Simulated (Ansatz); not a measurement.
An Ansatz (a quantum-chemistry and plane-wave program) input:

Ansatz 0.2 input:
```yaml
crystal:
  lattice:
    - [2.903406945, 0.0, 0.0]
    - [-1.4517034725, 2.5144241719, 0.0]
    - [0.0, 0.0, 4.8186981524]
  atoms:
    - { symbol: Au, position: [0.3333333333, 0.6666666667, 0.75] }
    - { symbol: Au, position: [0.6666666667, 0.3333333333, 0.25] }
kpoints:
  mp_grid: { grid: [12, 12, 6] }
  band_path:
    path:
      - [[0.0, 0.0, 0.0], [0.5, 0.0, 0.0], [0.3333333333, 0.3333333333, 0.0], [0.0, 0.0, 0.0], [0.0, 0.0, 0.5], [0.5, 0.0, 0.5], [0.3333333333, 0.3333333333, 0.5], [0.0, 0.0, 0.5]]  # Γ-M-K-Γ-A-L-H-A
      - [[0.5, 0.0, 0.5], [0.5, 0.0, 0.0]]  # L-M
      - [[0.3333333333, 0.3333333333, 0.5], [0.3333333333, 0.3333333333, 0.0]]  # H-K
    npoints: 8
hamiltonian:
  xc: r2scan
  pseudopotentials: { kind: paw }
magnetization: { noncollinear: true, spin_orbit: true }
scf:
  n_extra_bands: 12
  convergence: { dr2_threshold: 0.0000000001 }
  occupations: { method: gaussian, width: 0.05 }
output: { eigenvalues: true }
```

Task: How many symmetry operations and irreducible k-points will the run report?

Result: 24 operations, 76 of 864 k-points.

Task: With a cutoff of 500 eV, how many plane waves at Γ?

Result: 893.

It took very roughly 120 core-seconds on shared server cores.

Space group P6_3/mmc (hcp (Mg type)). The workflow started from an entry of the Crystallography Open Database (COD), which files this formula under 2 space groups. It is not the phase usual at ambient conditions (space group No. 225). Symmetry was held in the r²SCAN relaxation; its stability against distortions is not shown here.

Potentials: the later of the program's two PAW sets.

Ansatz is a plane-wave DFT program.
